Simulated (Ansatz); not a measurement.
# A sublattice moved along a line in BiTe

Method: DFT PBE, scalar-relativistic, plane waves, PAW in Ansatz 0.2.0. The runs took a 420 eV cutoff, a Γ-centred 14×14×14 mesh and Gaussian smearing (0.15 eV). Spin–orbit coupling is left out, which can shift energies with elements as heavy as these. No spin polarisation. Energies are free energies at this smearing, counted from the undisturbed cell; pressure is positive in compression.

Reference structure (as given, not relaxed at this level; it stands at 0.8 GPa, and it needn't be the usual structure):

```yaml
crystal:
  lattice:
    - [0.00000, 3.23500, 3.23500]
    - [3.23500, 0.00000, 3.23500]
    - [3.23500, 3.23500, 0.00000]
  atoms:
    - { symbol: Bi, position: [0.00000, 0.00000, 0.00000] }
    - { symbol: Te, position: [0.50000, 0.50000, 0.50000] }
```

Every Te atom is moved by x along the Cartesian unit vector (0.000, 1.000, 0.000); the cell and all other atoms stay fixed. The cell is metallic on the mesh throughout.

```tsv
x (Å)	ΔE (meV/cell)	force along x on the moved atoms (eV/Å)	pressure (GPa)
-0.3000	121.7	0.87	2.4
-0.1500	28.5	0.39	1.2
0.0000	0.0	0.00	0.8
0.0375	1.7	-0.09	0.8
0.0750	7.0	-0.19	0.9
0.1125	15.8	-0.29	1.0
0.1875	?	?	1.4
0.2250	66.1	-0.62	1.7
0.2625	91.5	?	?
```

By symmetry 0.3000 repeats -0.3000, -0.2250 repeats 0.2250, 0.1500 repeats -0.1500, -0.0750 repeats 0.0750 in energy, with the opposite slope along the path.

Give the withheld values.

ΔE (meV/cell) at x (Å) = 0.1875: 45.2; force along x on the moved atoms (eV/Å) at x (Å) = 0.1875: -0.50; force along x on the moved atoms (eV/Å) at x (Å) = 0.2625: -0.74; pressure (GPa) at x (Å) = 0.2625: 2.0.